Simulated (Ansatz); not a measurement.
Values for one crystal, relaxed and computed with r²SCAN (plane waves, PAW; program Ansatz); other levels are named.

```yaml
volume_per_atom: 13.39 Å³
electronic_character: metallic (no gap)
Density of states at the Fermi level: 0.61 states/eV per atom (mean over ±0.08 eV)
Pressure derivative B′: 5.0
Formation energy from the elements (no fitted shifts): -0.11 eV/atom
Bulk modulus (Birch–Murnaghan fit): 222 GPa
```

Task: Which of these materials gives this?
A) PtPb, NiAs type
B) NiPt, R-3m (Ni on 3a, Pt on 3b)
C) CaPt2, cubic Laves (MgCu2 type)
D) YCo, R-3m (Y on 6c, Co on 6c)

Result: B, NiPt, R-3m (Ni on 3a, Pt on 3b)

The first step of the workflow began from a Materials Project structure, measured or hypothetical; the Crystallography Open Database copy checked does not list it. With Ni and Pt taken as one species the cell has the higher symmetry Fm-3m, so it may be an ordered model of a mixed-site phase. Whether it is the stable phase at ambient conditions was not checked. The r²SCAN relaxation kept the symmetry of its start; whether a distortion lowers the energy is not shown. The final state is ferromagnetic, chosen from 5 collinear starts compared on coarse meshes (ties went to the first, and starts can fall back to one state), not a proven ground state. Other orbital occupations within this spin state were not tried. The references are the lowest solids computed at this level, not always the standard phases. Scalar-relativistic: spin–orbit coupling is off unless named, which matters more the heavier the elements.

Potentials: the later of the program's two PAW sets.
